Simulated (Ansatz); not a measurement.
WS2:
```yaml
crystal:
  lattice:
    - [3.17171, 0.00000, 0.00000]
    - [-1.58585, 2.74678, 0.00000]
    - [0.00000, 0.00000, 12.55165]
  atoms:
    - { symbol: W, position: [0.33333, 0.66667, 0.25000] }
    - { symbol: W, position: [0.66667, 0.33333, 0.75000] }
    - { symbol: S, position: [0.33333, 0.66667, 0.62567] }
    - { symbol: S, position: [0.66667, 0.33333, 0.12567] }
    - { symbol: S, position: [0.66667, 0.33333, 0.37433] }
    - { symbol: S, position: [0.33333, 0.66667, 0.87433] }
```

Relaxed with r²SCAN+D4. Special points in fractions of this cell's reciprocal vectors: Γ (0.000, 0.000, 0.000); M (0.500, 0.000, 0.000); K (0.333, 0.333, 0.000); A (0.000, 0.000, 0.500); L (0.500, 0.000, 0.500); H (0.333, 0.333, 0.500).

List the band energies nearest the valence-band maximum at these points for plane-wave PAW r²SCAN+D4 (Ansatz code).

In eV from the valence-band maximum; about four levels below and three above (degenerate sets whole), none deeper than 8.9 eV; points with the same levels are listed once.

```
k                                below                above
-  -----------------------------------  -------------------
Γ         -2.40 -2.40 -1.74 -1.12 0.00  2.44 2.44 2.45 2.45
M              -2.14 -1.99 -1.73 -1.58       2.37 2.41 2.72
K              -3.09 -3.09 -0.76 -0.60       1.29 1.29 2.37
A  -2.42 -2.42 -2.42 -2.42 -0.33 -0.33  2.44 2.44 2.44 2.44
L              -2.07 -2.07 -1.65 -1.65  2.39 2.39 2.85 2.85
H              -3.21 -3.21 -0.69 -0.69  1.29 1.29 2.84 2.84
```

Space group P6_3/mmc. The cell was relaxed with r²SCAN+D4 under the symmetry of its start; of distortions, only those at the zone centre were tested. The run is not spin-polarised. Scalar-relativistic: spin–orbit coupling is off unless named, which matters more the heavier the elements.

Potentials: the later of the program's two PAW sets.
